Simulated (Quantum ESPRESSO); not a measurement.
## One change at a time to Al3GaMo4

Calculated results; nothing here was measured. They come from Quantum ESPRESSO 7.5, a public plane-wave density functional program. Each row is one single-point run on a made-up periodic cell of eight metal atoms, with elements, volume, strain and displacements drawn at random and not relaxed, so a cell may be unstable or far from any real phase. There is no spin polarisation or spin-orbit coupling.

Settings: PBE unless stated; PseudoDojo standard norm-conserving files; Fermi-Dirac width 0.25 eV, which means electrons at about 2900 K; cutoff 1088 eV; 5 x 5 x 4 k mesh shifted half a step off Gamma. E is the free energy of the whole cell (internal energy minus TS), so a -TS column is already part of it. Stress is positive in tension, and the pressure P is minus a third of its trace.

Checks: one run of this series was repeated at a higher cutoff and on a denser mesh, which moved values by no more than 0.005 eV, 0.07 GPa and 0.011 eV/Å, and a second program with other atomic files agreed on it to 2 % rms in force and 0.5 GPa in pressure. Known limits: heavy elements are run without spin-orbit coupling, which real alloys of them have; a spin test at this wide smearing found no moment, but such smearing suppresses magnetism that the real alloy may have.

The lattice is hexagonal close-packed, and the cell vectors in Å are (4.375, -2.526, 0.000); (-2.916, 0.000, -4.767); (2.916, 5.051, 0.000), a volume of 140.46 Å³ in run 1. The elements on sites 1 to 8 are Al Mo Mo Ga Mo Mo Al Al. Each later run makes one change to run 1 and keeps the rest. E is counted from run 1, and is n/a where other atomic files have another zero of energy.

| run | change | V (Å³) | P (GPa) | -TS (eV) | rms force (eV/Å) | largest change of a force component (eV/Å) | E (eV) |
|---|---|---|---|---|---|---|---|
| 1 | none | 140.46 | -14.90 | -1.355 | 0.337 | 0.000 | 0.000 |
| 2 | sites 2 and 4 exchanged | 140.46 | -14.37 | -1.630 | 0.335 | 0.828 | 0.422 |
| 3 | all lengths scaled by -1.21 % | 135.42 | -10.96 | -1.292 | 0.381 | 0.162 | ? |
| 4 | PBEsol in place of PBE | 140.46 | -18.95 | -1.355 | 0.333 | 0.107 | n/a |
| 5 | Re on site 6 | 140.46 | -17.07 | -1.392 | 0.311 | 0.289 | n/a |
| 6 | site 7 moved by -0.14 Å along x | 140.46 | -14.84 | -1.363 | 0.386 | 0.579 | 0.092 |

## Worked estimate

Along a uniform scaling dE = -P dV. The mean of the two pressures is -12.930 GPa and the volume changes by -5.04 Å³, with 160.2 GPa to one eV/Å³. The same two rows give -V dP/dV = 108 GPa for this cell with clamped atoms, which is not the bulk modulus of a real alloy.

## Withheld value

Question: what E should run 3 give?

The estimate is -0.407 eV. The calculation gave -0.408 eV.
